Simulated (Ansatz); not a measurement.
GaP:
```yaml
crystal:
  lattice:
    - [0.00000, 2.72569, 2.72569]
    - [2.72569, 0.00000, 2.72569]
    - [2.72569, 2.72569, 0.00000]
  atoms:
    - { symbol: Ga, position: [0.25000, 0.25000, 0.25000] }
    - { symbol: P, position: [0.50000, 0.50000, 0.50000] }
```

Cartesian axes are those of the cell as given.

Task: Give the proper piezoelectric stress tensor with relaxed ions from DFT-r²SCAN in the program Ansatz with PAW potentials.

Result: In C/m², rows x, y, z, Voigt columns; mesh uncertainty up to 0.00.
```
 0.00   0.00   0.00  -0.14   0.00   0.00
 0.00   0.00   0.00   0.00  -0.14   0.00
 0.00   0.00   0.00   0.00   0.00  -0.14
```

The elastic tensor of the same run (GPa):

```tsv
	1	2	3	4	5	6
1	142	60.5	60.5	0.0	0.0	0.0
2	60.5	142	60.5	0.0	0.0	0.0
3	60.5	60.5	142	0.0	0.0	0.0
4	0.0	0.0	0.0	73.1	0.0	0.0
5	0.0	0.0	0.0	0.0	73.1	0.0
6	0.0	0.0	0.0	0.0	0.0	73.1
```

Task: Convert to strain constants d = e·S.

Result: In pC/N:
```
 0.0   0.0   0.0  -2.0   0.0   0.0
 0.0   0.0   0.0   0.0  -2.0   0.0
 0.0   0.0   0.0   0.0   0.0  -2.0
```

Space group F-43m (zinc blende). The r²SCAN relaxation kept the symmetry of its start; phonons on a q-mesh show no instability. Scalar-relativistic: spin–orbit coupling is off unless named, which matters more the heavier the elements.

Potentials: the later of the program's two PAW sets.
